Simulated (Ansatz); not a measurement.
## Data sheet: AlSiCN (DFT)

AlSiCN:
```yaml
crystal:
  lattice:
    - [3.07175, 0.00000, 0.00000]
    - [-1.53588, 2.66022, 0.00000]
    - [0.00000, 0.00000, 4.99104]
  atoms:
    - { symbol: Al, position: [0.33333, 0.66667, 0.50710] }
    - { symbol: Si, position: [0.66667, 0.33333, 0.99744] }
    - { symbol: C, position: [0.33333, 0.66667, 0.10855] }
    - { symbol: N, position: [0.66667, 0.33333, 0.63690] }
```

Space group P3m1 (No. 156); conventional cell a = b = 3.0718 Å, c = 4.9910 Å, α = β = 90.00°, γ = 120.00°.

Method: LDA (plane waves, PAW; program Ansatz). The cell and atoms are relaxed at this level. Other levels are named where they apply.

Cell and energy:

| Quantity | Result |
|---|---|
| Volume per atom | 10.20 Å³ |
| Density | 3.30 g/cm³ |
| Formation energy from the elements (no fitted shifts) | -0.94 eV/atom |

Electronic structure:

| Item | Value |
|---|---|
| Band gap | 3.27 eV (indirect) |
| Valence-band maximum | at Γ |
| Conduction-band minimum | at K (2 equivalent valleys) |
| Smallest direct gap on the standard path | 4.31 eV |
| Electron effective mass | 0.32, 0.49, 0.49 mₑ (principal values) |
| Hole effective mass, band 1 of 2 at the edge | 1.4 along x, 4.4 along z (mₑ) |
| Hole effective mass, band 2 of 2 at the edge | 0.28 along x, 4.4 along z (mₑ) |

Mechanics:

| Quantity | Value |
|---|---|
| Bulk modulus (Birch–Murnaghan fit) | 217 GPa |
| Pressure derivative B′ | 3.9 |
| Elastic constants (relaxed ions, GPa) | C11 = 457, C12 = 127, C13 = 87.9, C14 = -6.2, C33 = 445, C44 = 119 |
| Mechanical stability | stable (all eigenvalues of C positive) |
| Hill bulk and shear moduli | 218 and 148 GPa |
| Young's modulus | 362 GPa |
| Poisson's ratio | 0.22 |
| Debye temperature from the elastic constants | 1020 K |
| Piezoelectric stress constants (proper, relaxed ions, C/m²) | e15 = e24 = 0.35, e16 = e21 = -0.15, e22 = 0.15, e31 = e32 = 0.50, e33 = -1.19 |

Dielectric response:

| Property | Value |
|---|---|
| Electronic dielectric constant ε∞ (DFPT) | 5.71 (xx = yy), 5.73 (zz) |
| Static dielectric constant ε0 (ions relaxed, cell fixed) | 9.37 (xx = yy), 10.9 (zz) |
| Born charges (a third of the trace) | Al +2.67, Si +2.82, C -2.74, N -2.74 e |
| Largest static χ(2) component | 9.1 pm/V |

Phonons:

| Quantity | Value |
|---|---|
| Highest zone-centre frequency (without LO–TO term) | 806 cm⁻¹ |
| Zone-centre stability | no imaginary mode at Γ |
| Dynamical stability on the path | stable (no imaginary branch) |
| Zero-point energy | 104.2 meV/atom |
| Vibrational entropy at 300 K | 9.5 J/(K·mol of atoms) |

The first step of the workflow began from a Materials Project structure, measured or hypothetical; the Crystallography Open Database copy checked does not list it. Whether it is the stable phase at ambient conditions was not checked. The cell was relaxed with LDA under the symmetry of its start. Signs of piezoelectric constants follow the polarity of the cell as given. The references are the lowest solids computed at this level, not always the standard phases (solids in place of the gases).

Potentials: the later of the program's two PAW sets.
